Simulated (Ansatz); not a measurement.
## Step by step: Ga, relaxation of cell and atoms

The calculation used Ansatz 0.2.0, DFT, PBEsol, all-electron LAPW, scalar-relativistic.

Command: `ansatz run input.yaml --threads 1 --pin off --max-ram 3072MiB --backend cpu --events-out ev --progress --plain --runs-dir out` The run took 6 min on 1 thread of Intel(R) Xeon(R) Platinum 8259CL CPU @ 2.50GHz (Skylake/Cascade Lake), with other jobs on the host, peak memory 0.92 GiB.

```yaml
crystal:
  lattice:
    - [2.320266362, -3.9300377182, 0.0]
    - [2.320266362, 3.9300377182, 0.0]
    - [0.0, 0.0, 4.6415587097]
  atoms:
    - { symbol: Ga, position: [0.8451, 0.1549, 0.081] }
    - { symbol: Ga, position: [0.6549, 0.3451, 0.581] }
    - { symbol: Ga, position: [0.1549, 0.8451, 0.919] }
    - { symbol: Ga, position: [0.3451, 0.6549, 0.419] }
kpoints:
  mp_grid: { grid: [9, 9, 7] }
scf:
  occupations: { method: fermi_dirac, width: 0.05 }
hamiltonian:
  xc: pbesol
  pseudopotentials: { kind: all_electron, lapw: { basis_error: 0.001 } }
output:
  forces: true
  stress: true
relax:
  f_tol: 0.005
  max_steps: 80
  cell: {}
```

The geometry is COD entry 9008085, unchecked; take it as a test cell. The listed cell was then made from it by scaling, straining or moving an atom.

Each frame lists the cell vectors (Å), then Cartesian positions (Å) and forces (eV/Å). Free energies count from the first step, -211440.0432 eV.

The walk took 6 evaluations in all; steps that aren't listed are left out.

Step 1: E = 0.0 meV, P = -4.82 GPa

```
cell 2.3203 -3.9300 0.0000 2.3203 3.9300 0.0000 0.0000 0.0000 4.6416
Ga    2.3203   -2.7125    0.3760     0.000   0.139   0.033
Ga    2.3203   -1.2175    2.6967     0.000  -0.139   0.033
Ga    2.3203    2.7125    4.2656     0.000  -0.139  -0.033
Ga    2.3203    1.2175    1.9448     0.000   0.139  -0.033
```

Step 2:

```
cell 2.2434 -3.8038 0.0000 2.2434 3.8038 0.0000 0.0000 0.0000 4.4714
Ga    2.2434   -2.6058    0.3663
Ga    2.2434   -1.1980    2.6020
Ga    2.2434    2.6058    4.1051
Ga    2.2434    1.1980    1.8694
```

Step 3: E = -142.3 meV, P = -0.01 GPa

```
cell 2.2514 -3.7958 0.0000 2.2514 3.7958 0.0000 0.0000 0.0000 4.4681
Ga    2.2514   -2.6146    0.3699     0.000   0.020   0.018
Ga    2.2514   -1.1812    2.6040     0.000  -0.020   0.018
Ga    2.2514    2.6146    4.0983     0.000  -0.020  -0.018
Ga    2.2514    1.1812    1.8642     0.000   0.020  -0.018
```

Step 4: E = -142.6 meV, P = 0.00 GPa

```
cell 2.2524 -3.7964 0.0000 2.2524 3.7964 0.0000 0.0000 0.0000 4.4648
Ga    2.2524   -2.6143    0.3726     0.000   0.002   0.009
Ga    2.2524   -1.1821    2.6050     0.000  -0.002   0.009
Ga    2.2524    2.6143    4.0922     0.000  -0.002  -0.009
Ga    2.2524    1.1821    1.8598     0.000   0.002  -0.009
```

**Question.** Give the energy and forces of step 2.

**Answer.** E = -136.6 meV, P = 0.11 GPa
```
Ga    2.2434   -2.6058    0.3663     0.000  -0.188  -0.010
Ga    2.2434   -1.1980    2.6020     0.000   0.188  -0.010
Ga    2.2434    2.6058    4.1051     0.000   0.188   0.010
Ga    2.2434    1.1980    1.8694     0.000  -0.188   0.010
```

**Question.** How does the relaxation end?

**Answer.** It converges, with a = 4.512 Å, b = 7.588 Å, c = 4.461 Å, α = 90.00°, β = 90.00°, γ = 90.00° (conventional cell, space group Cmce). The last solve (on a basis chosen afresh for the final cell, so its energy is not quite comparable) gives E = -142.7 meV, P = 0.00 GPa:
```
cell 2.2562 -3.7939 0.0000 2.2562 3.7939 0.0000 0.0000 0.0000 4.4610
Ga    2.2562   -2.6129    0.3774     0.000   0.001  -0.001
Ga    2.2562   -1.1810    2.6079     0.000  -0.001  -0.001
Ga    2.2562    2.6129    4.0837     0.000  -0.001   0.001
Ga    2.2562    1.1810    1.8531     0.000   0.001   0.001
```
